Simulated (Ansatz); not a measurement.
# CuWO4: input and output

input.yaml (Ansatz 0.2.0)

```yaml
crystal:
  lattice:
    - [4.6634347, 0.0, 0.0]
    - [0.53785956, 5.77603735, 0.0]
    - [-0.12662941, -0.10335261, 4.89993746]
  atoms:
    - { symbol: Cu, position: [0.4977, 0.6621, 0.2458] }
    - { symbol: Cu, position: [0.5023, 0.3379, 0.7542] }
    - { symbol: W, position: [0.01607, 0.1769, 0.25208] }
    - { symbol: W, position: [0.98393, 0.8231, 0.74792] }
    - { symbol: O, position: [0.2526, 0.358, 0.4232] }
    - { symbol: O, position: [0.7474, 0.642, 0.5768] }
    - { symbol: O, position: [0.2178, 0.888, 0.4306] }
    - { symbol: O, position: [0.7822, 0.112, 0.5694] }
    - { symbol: O, position: [0.7388, 0.387, 0.0941] }
    - { symbol: O, position: [0.2612, 0.613, 0.9059] }
    - { symbol: O, position: [0.7763, 0.904, 0.0613] }
    - { symbol: O, position: [0.2237, 0.096, 0.9387] }
kpoints:
  mp_grid: { grid: [4, 3, 4], shift: [0.0, 0.0, 0.5] }
magnetization:
  spin_polarized: false
scf:
  occupations: { method: fermi_dirac, width: 0.0903 }
  lower_state_search: "off"
  max_iter: 200
hamiltonian:
  pseudopotentials: { kind: paw }
  xc: r2scan
basis:
  ecutwfc: 500
  fft_grid_basis: typed
output:
  forces: true
  stress: true
  eigenvalues: true
  populations: true
  elf: true
  write_potential: true
  volumetric_format: npy
  dos:
    e_range: [-12, 8]
    de: 0.05
    projected: { site_lists: { Cu: [Cu], O: [O], W: [W] } }
checkpoint:
  read: saved_state
```

The saved state is an earlier solution for the same cell, perhaps on another mesh. 

Excerpt of what it printed:

```
Pseudopotentials: kind: paw
Pseudopotential: Cu, paw, valence charge 19, recommended cutoff 500 eV (meta_gga), Cu.paw.azcp
Pseudopotential: W, paw, valence charge 14, recommended cutoff 500 eV (meta_gga), W.paw.azcp
Pseudopotential: O, paw, valence charge 6, recommended cutoff 500 eV (meta_gga), O.paw.azcp
Functional definition: r2SCAN
  exchange = r2scan_x(k0 = k0, k1 = k1, a1 = a1)
  correlation = r2scan_c
Crystal: 12 atoms, lattice volume = 131.986 Å³
Basis set: ecut = 500 eV, 3343 PW (Γ), exchange–correlation on 144×180×144 points (64 copies of the dense FFT grid, shifted against one another)
Bands: 69, of which v1, the nominal top of the filled ones, is band 57 counted from 1 (56 counted from 0)
Symmetry: 2 space group operations
Space group: P-1 (ITA 2), of the structure as read, at distance tolerance 5.1e-5 Å
k-points: 24 of 48
Initial density: read from a saved state, or passed on in memory by an earlier SCF of this step, an earlier step, the calling program or the single point that the run made first
Functional: x = r2scan, c = r2scan; τ floored in thin density (d = 2e-4 eV/Å³)
Free energy (F): -38605.7468 eV
Harris-Foulkes:  -38605.7468 eV  (|F-HF|=1.97e-8)
Internal energy: -38605.5896 eV  (E = F + TS)
E sigma→0 (E₀):  -38605.6682 eV
Entropy (-TS):   -0.1572 eV (-13.098 meV/atom)
Fermi energy:    9.9954 eV
--- Per-component energies (eV) ---
  E_band       = -1522.0665
  E_kinetic    = 2888.9829
  E_local      = -14891.2299  (includes V_loc(G=0)·N_el)
  E_nonlocal   = 1172.3575
  E_hartree    = 6173.2929
  E_xc         = -1243.6548
  E_vxc        = -1599.0077  (∫ρ·V_xc dr)
  E_paw        = -21818.2705  (= ΣΔE_a)
  E_vpaw       = -1536.8185  (= ΣTr[D̂ρ^β])
  E_aug_tail   = 0.0087  (compensation charges beyond the density's cutoff)
  E_vtau       = 97.0436  (kinetic-family band-sum trace: ∫τ·v_τ [+ j·A + Jᵃ·Aᵃ] dr)
  E_ewald      = -10885.0428
  E_core_change = -2.0336  (= ΣΔE_core)
  E_smearing   = -0.1572  (= −TS)
--- Forces (eV/Å), atoms counted from 1 ---
  atom   1  Cu    -0.0052     0.1644     0.2541
  atom   2  Cu     0.0052    -0.1644    -0.2541
  atom   3  W     -0.0090    -0.1505    -0.5862
  atom   4  W      0.0090     0.1505     0.5862
  atom   5  O      0.0552     0.0505     0.0371
  atom   6  O     -0.0552    -0.0505    -0.0371
  atom   7  O     -0.0364    -0.3774    -0.0379
  atom   8  O      0.0364     0.3774     0.0379
  atom   9  O      0.0596    -0.3881     0.1279
  atom  10  O     -0.0596     0.3881    -0.1279
  atom  11  O      0.6911     0.0456    -0.7070
  atom  12  O     -0.6911    -0.0456     0.7070
--- Stress (GPa, compression-positive) ---
       -3.7778       1.3493       0.3234
        1.3493      -2.1970      -0.5834
        0.3234      -0.5834      -5.2601
  P = ⅓ Tr σ = -3.7450 GPa (-37.450 kbar)
```

Origin: a database entry at a rescaled volume. Caveats: many states at the Fermi level without spin polarisation, so a magnetic state may lie lower; the k mesh is coarse if the cell is a metal.
